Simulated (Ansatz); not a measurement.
Here is an unrelaxed guess for Sn2As2Se.

```xyz
5
Lattice="-2.9599 2.9599 3.8555 2.9599 -2.9599 3.8555 2.9599 2.9599 -3.8555" Properties=species:S:1:pos:R:3 pbc="T T T"
Sn    0.0000    2.9599    1.9278
Sn    2.9599    0.0000    1.9278
As    0.0000    0.0000    1.9617
As    0.0000    0.0000    5.7494
Se    0.0000    0.0000    3.8555
```

The calculation used DFT PBE, scalar-relativistic, plane waves, PAW (Ansatz). Cutoff 420 eV; k points 4×4×4 on the computed 5-atom cell (Γ-centred); Gaussian smearing, width 0.10 eV; no spin polarisation.

The zero of energy is the elements' standard structures at the same level; no fitted shifts are applied. The references include grey tin.

Question: Estimate its pressure, forces and energy as it stands.

Answer: The pressure is 21.8 GPa (the mean over three directions, positive in compression), the largest force is 13.80 eV/Å, and the energy is +1.38 eV/atom against the elements. The shortest distance is 1.89 Å.

Question: How much does it gain on relaxing, and where does it end?

Answer: Relaxing gains about 1.4 eV/atom (the start's value is from the coarse mesh, so the gain is rough) in 22 ionic steps and ends at +0.01 eV/atom on the finer mesh. The symmetry stays I4/mmm (No. 139). The volume per atom shrinks by 7.3 %, from 27.0 to 25.1 Å³. The shortest distance goes from 1.89 Å (As–Se) to 2.47 Å (As–As). The ratio c/a of the conventional cell changes by a factor of 1.28. Conventional cell: a = 5.311 Å, c = 8.885 Å. Sn is surrounded by 4 As at 2.83 Å and 4 Se at 3.46 Å; As has 1 As at 2.47 Å, 4 Sn at 2.83 Å and 1 Se at 3.21 Å; Se has 2 As at 3.21 Å and 8 Sn at 3.46 Å.

The last run used a 10×10×10 mesh for its 5-atom cell and Gaussian smearing of 0.10 eV. The k mesh leaves some 4 meV/atom of noise in the energy of each metallic cell. The reference forms of As and Se are held partly by dispersion forces, which this level lacks. The relaxation can't lower the symmetry of the start. A structure relaxed within its symmetry needn't be a true minimum.
